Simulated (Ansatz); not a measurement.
Calculated Sn-119 Mössbauer parameters for Ca7SnN6

Cell: a Materials Project structure (computed, not necessarily an observed phase), atoms as given.

Space group Ibam (No. 72); a = 6.3807, b = 11.8485, c = 12.7763 Å.

```
site  Wyckoff  site symmetry       x       y       z
 Ca1       8j            ..m  0.2157  0.4524  0.5000
 Ca5      16k              1  0.3771  0.2776  0.1267
Ca13       4b            222  0.0000  0.5000  0.2500
  Sn       4a            222  0.0000  0.0000  0.7500
 N17      16k              1  0.2973  0.3855  0.3236
 N25       8j            ..m  0.1208  0.3483  0.0000
```

One atom of each set is listed; the run and its k-mesh use a cell of 28 atoms with edges of 9.28, 9.28, 9.28 Å.

Level of theory: DFT, PBE, plane waves and PAW, scalar-relativistic, 420 eV cutoff, Γ-centred 5×5×5 k-points, Fermi–Dirac smearing 0.02 eV (Ansatz 0.2.0).

Isomer shifts (against SnO₂) follow from the electron density at the nucleus, δ = α(ρ − ρ₀), with α = 0.099 mm s⁻¹ a₀³ and ρ₀ = 183191.44 a₀⁻³ from a line fitted to 8 measured compounds at this level of theory (rms miss 0.12 mm/s). ΔE_Q = ½eQV_zz(1 + η²/3)^½ with Q = -0.132 b for the 23.9 keV state.

Question: Where do the absorption lines lie?

Answer: Sn (2 atoms a cell): δ = 0.91, |ΔE_Q| = 0.89 mm/s, a doublet at 0.46 and 1.35 mm/s.

Without spin–orbit coupling (the program notes it for Sn) the gradients can shift somewhat, as the gap is small.

The run took 2.9 min of wall time (5.7 min of CPU time) and 1.9 GiB at its peak, on 2 threads of Intel Xeon Processor @ 2.50GHz (Skylake/Cascade Lake) (x86_64; 62 cores open to the job, memory cap 5.0 GiB, no GPU), a shared host with a load of 0.9 a core.
